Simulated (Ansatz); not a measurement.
# Zone-centre phonons of B2O: input and output

Method: DFT LDA, scalar-relativistic, plane waves, PAW in Ansatz 0.2.0.

It can be run as:
```bash
ansatz run input.yaml --threads 1 --pin off --backend cpu --events-out ev --progress --plain --runs-dir out  # memory cap (--max-ram) not shown
```

Input (bare energies are in eV):
```yaml
crystal:
  lattice:
    - [0.0, 2.3736449205, 2.3736449205]
    - [2.3736449205, 0.0, 2.3736449205]
    - [2.3736449205, 2.3736449205, 0.0]
  atoms:
    - { symbol: B, position: [0.25, 0.25, 0.25] }
    - { symbol: B, position: [0.75, 0.75, 0.75] }
    - { symbol: O, position: [0.0, 0.0, 0.0] }
basis:
  ecutwfc: 420
kpoints:
  mp_grid: { grid: [16, 16, 16] }
hamiltonian:
  xc: lda
scf:
  occupations: { method: fermi_dirac, width: 0.15 }
output:
  eigenvalues: true
phonons:
  method: dfpt
  eigenvectors: true
```

The end of the output:
```
--- Phonons (Γ-DFPT): 2 representative perturbations + reference, on 349 of 4096 k-points (Σ response iterations 6) ---
  k mesh reduced under 8 symmetry operations, with k and −k counted as one. Each operation leaves every solved displacement unchanged or reverses it
  ASR residual: 4.088e-4 → 0.000e0 eV/Å²; symmetrization residual: 2.731e-7 eV/Å²
  ASR residual per site (eV/Å²): 9.55e-5 9.55e-5 4.09e-4
  Γ frequencies (cm⁻¹): -656.71 -656.71 -656.71 -522.68 -522.68 -522.68 0.00 0.00 0.00
  non-analytic LO–TO correction: not included (Born effective charges unavailable; polar crystals: no LO–TO splitting at Γ)
```

Its imaginary modes show that this cell, built by swapping an element in a database structure, isn't a minimum of the energy. In a metal, frequencies and elastic constants depend on the k mesh and the smearing, soft modes and shear constants most. Spin polarisation was left out, and a magnetic state may lie lower. A semilocal functional can close a gap that the real compound has.

Negative frequencies stand for imaginary ones: the cell is unstable against these modes.